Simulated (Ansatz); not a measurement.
This run works on a generated trial structure, not on a known crystal.

Input and command of a plane-wave DFT calculation in Ansatz:

```yaml
crystal:
  lattice:
    - [2.7614202656, 0.0, 0.0]
    - [-1.3807101328, 2.3914601005, 0.0]
    - [0.0, 0.0, 13.5541489246]
  atoms:
    - { symbol: Ni, position: [0.0, 0.0, 0.0], spin: 0.91 }
    - { symbol: Pt, position: [0.3333333333, 0.6666666667, 0.8474530161], spin: 0.21 }
    - { symbol: Pt, position: [0.6666666667, 0.3333333333, 0.1525469839], spin: 0.21 }
    - { symbol: Pt, position: [0.6666666667, 0.3333333333, 0.6729590501] }
    - { symbol: Pt, position: [0.0, 0.0, 0.5] }
    - { symbol: Pt, position: [0.3333333333, 0.6666666667, 0.3270409499] }
basis:
  ecutwfc: 420
kpoints:
  mp_grid: { grid: [18, 18, 4] }
hamiltonian:
  xc: pbe
scf:
  occupations: { method: gaussian, width: 0.1 }
output:
  forces: true
  stress: true
  eigenvalues: true
  populations: true
magnetization:
  spin_polarized: true
relax:
  adjacent_minimum: "off"
  f_tol: 0.01
  max_steps: 80
  cell: { stress_tol: 0.05 }
```

```bash
ansatz run input.yaml --threads 4 --pin off --max-ram 8192MiB --backend cpu --events-out ev --progress --plain --runs-dir out
```

Processor: Intel(R) Xeon(R) Platinum 8259CL CPU @ 2.50GHz (Skylake/Cascade Lake), 4 threads, on a host shared with other jobs.

How long does it run, and how much memory does it take?

About 3.5 min, peak memory 1.4 GiB. It solves 66 bands at 138 k points (after reduction by symmetry) with about 1737 plane waves (on the last cell), in 78 SCF iterations over 6 ionic steps.
